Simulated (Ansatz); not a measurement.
**Formation energy of LuAs in the zincblende structure**

Level of theory: DFT, PBEsol, scalar-relativistic, no spin polarisation; plane waves to 420 eV with PAW datasets (Ansatz 0.2.0), Γ-centred 8×8×8 mesh, 0.05 eV Gaussian smearing; PAW files: Ansatz's generated set soft_2.

This is a trial structure: such lanthanide and actinide compounds mostly take the rock-salt structure.

Symmetry: F-43m, No. 216, cubic system. The conventional cell has a = 6.264 Å, b = 6.264 Å, c = 6.264 Å, α = 90.00°, β = 90.00°, γ = 90.00°. Lu (site symmetry -43m) is surrounded by 4 As at 2.71 Å. As (site symmetry -43m) has 4 Lu at 2.71 Å as nearest neighbours. (Neighbours are counted to 15 % beyond the shortest distance.)

The elements were computed in their standard states with the same datasets, cutoff and functional. Total energies depend on the potentials used, so only differences within one code and one set of settings carry meaning.

Energy of the relaxed cell (2 atoms, smearing extrapolated to zero): -19426.220 eV. Elements, in eV/atom: Lu -14611.485, As -4813.023.

Question: What is the formation energy?

Answer: [-19426.220 − (1 × -14611.485 + 1 × -4813.023)] / 2 = -0.86 eV/atom, or -83 kJ per mole of atoms.

The value is for 0 K, without zero-point energy. A negative value shows stability against the elements alone, not against other compounds or structures.

Formal charges Lu³⁺, As³⁻ balance and leave closed shells on every ion, so a band insulator is expected, and the gap is 1.54 eV.

Kohn–Sham gaps of semilocal functionals lie under measured ones, often by a third or more. These numbers lack spin–orbit coupling.
